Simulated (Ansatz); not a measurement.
All numbers below come from DFT PBE, scalar-relativistic, plane waves, PAW (Ansatz 0.2.0). Settings: cutoff 420 eV, Γ-centred meshes spaced at most about 0.3 Å⁻¹, and about 0.25 Å⁻¹ or finer for metals (2π included), Gaussian smearing. No spin polarisation in the final relaxations.

These are static total energies at zero pressure.

Compare these two cells of Si₂Sn, each relaxed at this level.

A.

```xyz
6
Lattice="5.6917 0.0000 0.0000 -2.8459 4.9292 0.0000 0.0000 0.0000 4.3964" Properties=species:S:1:pos:R:3 pbc="T T T"
Si    0.0000    0.0000    2.1982
Si    0.7181    1.2438    0.0000
Si   -2.1278    3.6854    0.0000
Si    4.2556    0.0000    0.0000
Sn    2.8459    1.6431    2.1982
Sn    0.0000    3.2861    2.1982
```

B.

```xyz
6
Lattice="3.7010 0.0000 0.0000 -1.8505 3.2051 0.0000 0.0000 0.0000 10.9410" Properties=species:S:1:pos:R:3 pbc="T T T"
Si    0.0000    2.1368    0.5200
Si    0.0000    2.1368    4.9504
Si    1.8505    1.0684   10.4209
Si    1.8505    1.0684    5.9905
Sn    0.0000    2.1368    8.2057
Sn    1.8505    1.0684    2.7352
```

**Question.** Which is lower in energy, and by how much?

**Answer.** B is lower, by 210 meV/atom. A has space group P-62m (No. 189), 20.6 Å³/atom and no gap on its mesh; B has space group P6_3/mmc (No. 194), 21.6 Å³/atom and no gap. Counting Si atoms around Sn (those within 1.25 times the shortest such distance or 1.15 times the sum of covalent radii; the shortest distance is added where it is long for a bond), A has Sn 9 from 3.1 Å and B has Sn 8 from 3.1 Å. The lower one is the more open, so pressure narrows the difference. Even the lower one lies +0.27 eV/atom against the reference forms of the elements (uncorrected), so neither is stable at this level. Both come from invented guesses.

Cells relaxed within their symmetry can be saddle points.
